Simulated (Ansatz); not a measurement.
PbSe (rock salt, space group No. 225), PBE in the plane-wave PAW code Ansatz. The conduction-band minimum lies at L, with 4 equivalent valleys. Second derivatives d²E/dk² of the lowest band at one valley (eV·Å²), along Cartesian directions:

```json
[
 {"direction": "[100]", "d²E/dk²": "58.21"},
 {"direction": "[010]", "d²E/dk²": "58.21"},
 {"direction": "[001]", "d²E/dk²": "58.21"},
 {"direction": "[110]", "d²E/dk²": "54.71"},
 {"direction": "[101]", "d²E/dk²": "61.89"},
 {"direction": "[011]", "d²E/dk²": "61.89"}
]
```

Q: Find the principal effective masses, the density-of-states mass and the conductivity mass.

A: Off-diagonal terms follow from H_xy = H[110] − (H_xx + H_yy)/2, and m*/mₑ = 7.620 eV·Å² over each eigenvalue: 0.12, 0.12, 0.15. One valley's DOS mass (m₁m₂m₃)^(1/3) = 0.13, conductivity mass 3/(Σ 1/mᵢ) = 0.13 mₑ.

Q: What effective density of states Nc follows at 300 K for parabolic valleys?

A: Nc = 2.509e19 × 4 × (0.13)^(3/2) ≈ 4.7e18 cm⁻³.

Space group Fm-3m (rock salt). Symmetry was held in the PBE relaxation. Spin–orbit coupling is left out wherever it is not named.

Potentials: the later of the program's two PAW sets.

Edges and masses are those of Kohn–Sham bands, whose gap is no quasiparticle gap.
